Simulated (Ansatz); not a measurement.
# Straining KCl

All numbers below come from DFT r2SCAN, scalar-relativistic, plane waves, PAW in Ansatz. Run with 500 eV cutoff, 6×6×4 k-mesh, Gaussian smearing of 0.02 eV, no spin polarisation.

The relaxed crystal:

```
CELL_PARAMETERS angstrom
3.14449 3.14449 0.00000
-3.14449 3.14449 0.00000
0.00000 0.00000 6.28898
ATOMIC_POSITIONS crystal
K 0.00000 0.00000 0.00000
K 0.50000 0.50000 0.50000
Cl 0.50000 0.50000 0.00000
Cl 0.00000 0.00000 0.50000
```

Deformation: all cell vectors scaled alike, the atoms relaxed, all within the symmetry that the strain leaves. Energies are extrapolated to zero smearing. Gaps are generalised Kohn–Sham gaps over the whole zone.

| strain (%) | ΔE (meV/atom) | a (Å) | b (Å) | c (Å) | gap (eV) |
| --- | --- | --- | --- | --- | --- |
| -3.0 | 17.8 | 4.314 | 4.314 | 6.100 | 6.18 |
| -2.0 | 7.7 | 4.358 | 4.358 | 6.163 | 6.06 |
| -1.0 | 2.0 | 4.403 | 4.403 | 6.226 | 5.94 |
| +0.0 | 0.0 | 4.447 | 4.447 | 6.289 | 5.83 |
| +1.0 | 1.4 | 4.491 | 4.491 | 6.352 | 5.73 |
| +2.0 | 5.8 | 4.536 | 4.536 | 6.415 | 5.63 |
| +3.0 | 12.9 | 4.580 | 4.580 | 6.478 | 5.53 |

What stiffness (1/V) d²E/dε² at zero strain does a cubic fit over all points give?

A cubic fit gives (1/V) d²E/dε² = 176 GPa at zero strain (nine times the bulk modulus at fixed shape).

How fast does the gap move with strain on either side?

-109 meV per percent on the compressed side and -104 meV per percent on the stretched side.